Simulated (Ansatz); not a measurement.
**Data sheet: IrW (DFT)**

IrW:
```
CELL_PARAMETERS angstrom
      0.00000     2.57355     2.57355
      2.57355     0.00000     2.57355
      2.57355     2.57355     0.00000
ATOMIC_POSITIONS crystal
  Ir 0.00000 0.00000 0.00000
  W  0.50000 0.50000 0.50000
```

Space group Fm-3m (No. 225), rock salt; conventional cell a = b = c = 5.147 Å, α = β = γ = 90.00°.

Method: the program Ansatz at the PBEsol level (PAW). Geometry: relaxed at this level of theory. Other levels are named where they apply.

### Cell and energy

```json
{
  "volume_per_atom": "17.05 Å³",
  "density": "18.32 g/cm³",
  "Formation energy from the elements (no fitted shifts)": "0.90 eV/atom"
}
```

### Electronic structure

```json
{
  "electronic_character": "metallic (no gap)",
  "Density of states at the Fermi level": "0.93 states/eV per atom (mean over ±0.08 eV)",
  "Gap with spin–orbit coupling": "none (metallic)"
}
```

### Mechanics

```json
{
  "Bulk modulus (Birch–Murnaghan fit)": "267 GPa",
  "Pressure derivative B′": "4.4",
  "Elastic constants (relaxed ions, GPa)": "C11 = 324, C12 = 238, C44 = -8.2",
  "mechanical_stability": "unstable (C has a negative eigenvalue)"
}
```

### Phonons

```json
{
 "highest_zone_centre_frequency": "43 cm⁻¹",
 "zone_centre_stability": "no imaginary mode at Γ"
}
```

The start of the workflow was typed in or built on a structure type; neither database checked (COD, Materials Project) lists it. COD files the formula under space group No. 51. Its standing as an ambient phase is unchecked. The cell was relaxed with PBEsol under the symmetry of its start. The run is not spin-polarised. Its formation energy is positive at this level, so the cell may be metastable or incomplete. As this level gives no gap, shear constants depend on the k-mesh and smearing (Fermi–Dirac, 0.1 eV here). As this level gives no gap, phonon frequencies hold no LO–TO term and depend on the k-mesh and smearing (Fermi–Dirac, 0.1 eV here). The references are the lowest solids computed at this level, not always the standard phases. Scalar-relativistic: spin–orbit coupling is off unless named, which matters more the heavier the elements.

Potentials: the later of the program's two PAW sets.
